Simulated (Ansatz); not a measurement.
AlNi:
```
AlNi
1.0
    2.89321     0.00000     0.00000
    0.00000     2.89321     0.00000
    0.00000     0.00000     2.89321
Al Ni
1 1
Cartesian
  1.44660   1.44660   1.44660
  0.00000   0.00000   0.00000
```

Relaxed with PBE. Special points in fractions of this cell's reciprocal vectors: Γ (0.000, 0.000, 0.000); X (0.000, 0.500, 0.000); M (0.500, 0.500, 0.000); R (0.500, 0.500, 0.500).

Q: List the band energies nearest the Fermi level at these points for plane-wave PAW PBE (Ansatz code).

A: In eV from the Fermi level; about four levels below and three above (degenerate sets whole), none deeper than 8.9 eV; points with the same levels are listed once.

```json
[
 {"k": "Γ", "below": "-3.15 -3.15 -1.48 -1.48 -1.48", "above": "5.45 5.45 5.45"},
 {"k": "X", "below": "-2.18 -2.18 -1.39 -0.60", "above": "8.23 9.92 9.92"},
 {"k": "M", "below": "-2.84 -2.84 -2.00 -2.00 -0.96", "above": "1.46 2.46 12.14"},
 {"k": "R", "below": "-4.01 -4.01 -4.01 -0.93 -0.93", "above": "2.00 2.00 2.00"}
]
```

Space group Pm-3m (CsCl type). Symmetry was held in the PBE relaxation; phonons on a q-mesh show no instability. No spin polarisation was allowed.

Potentials: the later of the program's two PAW sets.
